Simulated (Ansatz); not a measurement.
Ta₄GaSe₈ (space group F-43m)

```xyz
13
Lattice="0.0000 5.1687 5.1687 5.1687 0.0000 5.1687 5.1687 5.1687 0.0000" Properties=species:S:1:pos:R:3 pbc="T T T"
Ta     1.0599     4.1088     4.1088
Ta     1.0599     1.0599     1.0599
Ta     4.1088     4.1088     1.0599
Ta     4.1088     1.0599     4.1088
Ga     5.1687     5.1687     5.1687
Se     8.9245     6.5816     6.5816
Se     8.9245     8.9245     8.9245
Se     6.5816     6.5816     8.9245
Se     6.5816     8.9245     6.5816
Se     3.7638     6.5736     6.5736
Se     3.7638     3.7638     3.7638
Se     6.5736     6.5736     3.7638
Se     6.5736     3.7638     6.5736
```

This relaxed cell (volume V₀) is scaled evenly in all directions, its shape held. The atoms relax within the cell's symmetry.

Level of theory: PBEsol (plane waves to 420 eV, PAW, scalar-relativistic; Ansatz, a first-principles code). k mesh 7×7×7 (Γ-centred), Fermi-Dirac smearing 0.05 eV. Compression counts positive. Spin-orbit coupling is left out, though Ta is heavy. Ta4GaSe8 is run without spin polarisation. Ta4GaSe8 was relaxed with its symmetry unable to fall.

At one point of the scan the stress tensor (GPa) is:

```
    3.8      0.0      0.0
    0.0      3.8      0.0
    0.0      0.0      3.8
```

Question: Which point is it?
A) V/V₀ = 0.960
B) V/V₀ = 0.920
C) V/V₀ = 0.940
D) V/V₀ = 0.980

Answer: A, V/V₀ = 0.960

(A scan under strain: stresses follow from slopes of the energy per volume, elastic moduli from its curvatures.)
